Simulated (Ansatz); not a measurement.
Consider the following.

ZnSe:
```
ZnSe
1.0
    3.65985     0.00000     0.00000
   -1.82993     3.16952     0.00000
    0.00000     0.00000     3.28008
Zn Se
1 1
Direct
  0.00000   0.00000   0.00000
  0.66667   0.33333   0.50000
```

This is the PBEsol-relaxed structure.

### Question
All from the program Ansatz at the PBEsol level (PAW), unless another level is named. Predict the highest zone-centre frequency.

### Answer
120 cm^-1.

### Question
Give the bulk modulus (Birch–Murnaghan fit).

### Answer
69.9 GPa.

Space group P-6m2. A made-up cell: these elements were put on the sites of a structure type; neither database checked (COD, Materials Project) lists it. It is not the phase usual at ambient conditions (space group No. 216). The cell keeps a stress of up to 0.3 GPa. The cell was relaxed with PBEsol under the symmetry of its start; of distortions, only those at the zone centre were tested. As this level gives no gap, phonon frequencies hold no LO–TO term and depend on the k-mesh and smearing (Fermi–Dirac, 0.1 eV here).

Potentials: the later of the program's two PAW sets.
